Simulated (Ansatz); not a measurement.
A plane-wave DFT run in Ansatz 0.2.0 (scalar-relativistic PAW potentials unless the input names others): input and command.

```yaml
crystal:
  lattice:
    - [2.2393310198, -3.7969541309, 0.0]
    - [2.2393310198, 3.7969541309, 0.0]
    - [0.0, 0.0, 4.5181202711]
  atoms:
    - { symbol: Ga, position: [0.6559900204, 0.3440099796, 0.4151322106] }
    - { symbol: Ga, position: [0.8440099796, 0.1559900204, 0.9151322106] }
    - { symbol: Ga, position: [0.3440099796, 0.6559900204, 0.5848677894] }
    - { symbol: Ga, position: [0.1559900204, 0.8440099796, 0.0848677894] }
basis:
  ecutwfc: 500
kpoints:
  mp_grid: { grid: [12, 12, 10] }
hamiltonian:
  xc: r2scan
scf:
  occupations: { method: gaussian, width: 0.1 }
  mixing: { preconditioner: ldos }
  algorithm: density_mixing
output:
  forces: true
  eigenvalues: true
  stress: true
```

```bash
ansatz run input.yaml --threads 1 --pin off --max-ram 2560MiB --backend cpu --events-out ev --progress --plain --runs-dir out
```

Abridged log:
```
Pseudopotentials: kind: paw
Pseudopotential: Ga, paw, valence charge 13, recommended cutoff 500 eV (meta_gga)
Functional definition: r2SCAN
Crystal: 4 atoms, lattice volume = 76.832 Å³
Basis set: ecut = 500 eV, 1949 PW (Γ), exchange–correlation on 144×144×144 points (64 copies of the dense FFT grid, shifted against one another)
Bands: 32, of which v1, the nominal top of the filled ones, is band 26 counted from 1 (25 counted from 0)
Symmetry: 8 space group operations
Space group: Cmce (ITA 64), of the structure as read, at distance tolerance 4.3e-5 Å
k-points: 258 of 1440
Initial density: superposition of atomic densities (neutral atoms: chi_scale 0, normalization atom), corrected by the library's trained network
Initial wavefunctions: pseudopotential atomic-orbital guess
Functional: x = r2scan, c = r2scan; τ floored in thin density (d = 2e-4 eV/Å³)
SCF iter   1: F=—  HF=-15161.055520 eV  |F-HF|=—  |Δ(HF+E_count)|=         —  Δρ=1.12e-2  dr2=4.09e-2  dr2_τ=4.96e-3  ethr=1.77e-3  ⟨swp⟩=5.4  Hψ=32774  notcnv=0
SCF iter   2: F=—  HF=-15161.137098 eV  |F-HF|=—  |Δ(HF+E_count)|=   8.16e-2  Δρ=1.08e-2  dr2=5.04e-2  dr2_τ=4.40e-4  ethr=7.87e-5  ⟨swp⟩=2.0  Hψ=18211  notcnv=0  defer=365
SCF iter   3: F=—  HF=-15161.078428 eV  |F-HF|=—  |Δ(HF+E_count)|=   5.87e-2  Δρ=9.96e-4  dr2=5.24e-4  dr2_τ=5.43e-6  ethr=7.87e-5  ⟨swp⟩=2.0  Hψ=15782  notcnv=0  defer=365
SCF iter   4: F=—  HF=-15161.078274 eV  |F-HF|=—  |Δ(HF+E_count)|=   1.55e-4  Δρ=2.81e-4  dr2=1.25e-4  dr2_τ=1.99e-6  ethr=1.01e-6  ⟨swp⟩=2.0  Hψ=14616  notcnv=0  defer=365
SCF iter   5: F=—  HF=-15161.078230 eV  |F-HF|=—  |Δ(HF+E_count)|=   4.34e-5  Δρ=3.25e-5  dr2=8.96e-7  dr2_τ=3.47e-8  ethr=2.40e-7  ⟨swp⟩=2.4  Hψ=14510  notcnv=0  defer=365
SCF iter   6: F=—  HF=-15161.078230 eV  |F-HF|=—  |Δ(HF+E_count)|=   3.23e-7  Δρ=8.09e-6  dr2=5.84e-8  dr2_τ=1.42e-9  ethr=1.92e-10  ⟨swp⟩=9.0  Hψ=43109  notcnv=0
SCF iter   7: F=-15161.078230 eV  HF=-15161.078230 eV  |F-HF|=8.20e-10  |Δ(HF+E_count)|=   3.21e-8  Δρ=1.38e-6  dr2=1.37e-9  dr2_τ=2.73e-11  ethr=1.12e-10  ⟨swp⟩=2.0  Hψ=28436  notcnv=0
SCF 1 converged in 7 iterations: F = -15161.078230 eV  dr2 = 1.37e-9
SCF converged after 7 iterations
Free energy (F): -15161.078230 eV
Harris-Foulkes:  -15161.078230 eV  (|F-HF|=8.20e-10)
Internal energy: -15161.075283 eV  (E = F + TS)
E sigma→0 (E₀):  -15161.076756 eV
Entropy (-TS):   -0.002947 eV (-0.737 meV/atom)
Fermi energy:    9.138977 eV
--- Forces (eV/Å), atoms counted from 1 ---
  atom   1  Ga     0.00000000    -0.00283624     0.00004747
  atom   2  Ga     0.00000000     0.00283624     0.00004747
  atom   3  Ga     0.00000000     0.00283624    -0.00004747
  atom   4  Ga     0.00000000    -0.00283624    -0.00004747
--- Stress (GPa, compression-positive) ---
       -0.022008       0.000000       0.000000
        0.000000      -0.009299       0.000000
        0.000000       0.000000      -0.009979
  P = ⅓ Tr σ = -0.0138 GPa (-0.138 kbar)
```

Apart from outputs, empty bands and the relaxation, which only the reference makes, the input differs from a reference run on usual settings in scf.mixing.preconditioner: not typed → "ldos"; scf.algorithm: not typed → "density_mixing". The reference, at the same geometry, ended its own course with pressure -0.01 GPa, largest force 0.003 eV/Å, no gap on the mesh. This run converged in 7 SCF iterations with an energy at zero smearing within 0.01 meV/atom of the reference's, pressure -0.01 GPa, largest force 0.003 eV/Å, no gap on the mesh.

Time: 36 s on 1 thread of Intel(R) Xeon(R) 6975P-C (Granite Rapids), on a shared host, peak memory 1 GiB.